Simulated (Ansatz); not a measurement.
Data:

TePb2S:
```cif
data_Pb2STe
_chemical_formula_sum 'Te1 Pb2 S1'
_space_group_name_H-M_alt 'P4/mmm'
_space_group_IT_number 123
_space_group_name_Hall '-P 4 2'
_cell_length_a 4.44734
_cell_length_b 4.44734
_cell_length_c 6.29037
_cell_angle_alpha 90.000
_cell_angle_beta 90.000
_cell_angle_gamma 90.000
loop_
_atom_site_label
_atom_site_type_symbol
_atom_site_symmetry_multiplicity
_atom_site_Wyckoff_symbol
_atom_site_fract_x
_atom_site_fract_y
_atom_site_fract_z
_atom_site_occupancy
Te1 Te 1 c 0.50000 0.50000 0.00000 1
Pb1 Pb 1 a 0.00000 0.00000 0.00000 1
Pb2 Pb 1 d 0.50000 0.50000 0.50000 1
S1 S 1 b 0.00000 0.00000 0.50000 1
```

This is the r²SCAN-relaxed structure.

**Question.** All from plane-wave PAW r²SCAN (Ansatz code), unless another level is named. Give the HSE06 gap on the r²SCAN cell.

**Answer.** 0.44 eV.

**Question.** What about the hole effective mass?

**Answer.** 0.053, 0.14, 0.28 mₑ (principal values).

**Question.** Next, the band gap?

**Answer.** 0.32 eV (direct).

**Question.** Predict the gap with spin–orbit coupling.

**Answer.** none (metallic).

The first step of the workflow began from a Materials Project structure, measured or hypothetical; the Crystallography Open Database copy checked does not list it. With Te and S taken as one species the cell has the higher symmetry Fm-3m, so it may be an ordered model of a mixed-site phase. Whether it is the stable phase at ambient conditions was not checked. Symmetry was held in the r²SCAN relaxation. At this level the phase is dynamically unstable (imaginary phonons). Scalar-relativistic: spin–orbit coupling is off unless named, which matters more the heavier the elements.

Potentials: the later of the program's two PAW sets.
